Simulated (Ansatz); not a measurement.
Computed with DFT PBE, scalar-relativistic, plane waves, PAW (Ansatz). All cells share a 420 eV cutoff and Γ-centred k meshes spaced at most about 0.3 Å⁻¹ (about 0.25 or finer for metals, 2π included). No spin polarisation in the final relaxations.

All energies are static (0 K, no zero-point motion). All come from trial cells, and lower structures may exist.

Task: These unrelaxed guesses for RbGa3Te2 are each relaxed within their symmetry. Order them by the energy at which they end, lowest first.
A.

```
CELL_PARAMETERS angstrom
3.18107 -5.34232 0.00000
3.18107 5.34232 0.00000
0.00000 0.00000 4.93597
ATOMIC_POSITIONS crystal
Rb 0.00000 0.00000 0.00000
Ga 0.66109 0.33891 0.00000
Ga 0.33891 0.66109 0.00000
Ga 0.50000 0.50000 0.50000
Te 0.50000 0.00000 0.50000
Te 0.00000 0.50000 0.50000
```

B.

```
CELL_PARAMETERS angstrom
4.99667 0.00000 0.00000
0.00000 4.99667 0.00000
0.00000 0.00000 7.18897
ATOMIC_POSITIONS crystal
Rb 0.00000 0.00000 0.50000
Ga 0.00000 0.50000 0.00000
Ga 0.50000 0.00000 0.00000
Ga 0.50000 0.50000 0.00000
Te 0.50000 0.50000 0.70743
Te 0.50000 0.50000 0.29257
```

C.

```
CELL_PARAMETERS angstrom
6.59568 0.00000 0.00000
-3.29784 5.71203 0.00000
0.00000 0.00000 3.94261
ATOMIC_POSITIONS crystal
Rb 0.00000 0.00000 0.00000
Ga 0.50000 0.00000 0.50000
Ga 0.00000 0.50000 0.50000
Ga 0.50000 0.50000 0.50000
Te 0.66667 0.33333 0.00000
Te 0.33333 0.66667 0.00000
```

D.

```
CELL_PARAMETERS angstrom
3.10020 1.78990 4.51385
-3.10020 1.78990 4.51385
0.00000 -3.57980 4.51385
ATOMIC_POSITIONS crystal
Rb 0.00000 0.00000 0.00000
Ga 0.00000 0.00000 0.50000
Ga 0.00000 0.50000 0.00000
Ga 0.50000 0.00000 0.00000
Te 0.37430 0.37430 0.37430
Te 0.62570 0.62570 0.62570
```

Result: A (ends in Cmmm, 0 meV/atom), D (ends in R-3m, 49 meV/atom), C (ends in P6/mmm, 145 meV/atom), B (ends in P4/mmm, 203 meV/atom).

Spin–orbit coupling, which can matter for Te, is left out. Cells relaxed within their symmetry can be saddle points. Some structure types and database cells were kept out of the candidates from the start, so a known form may be missing.
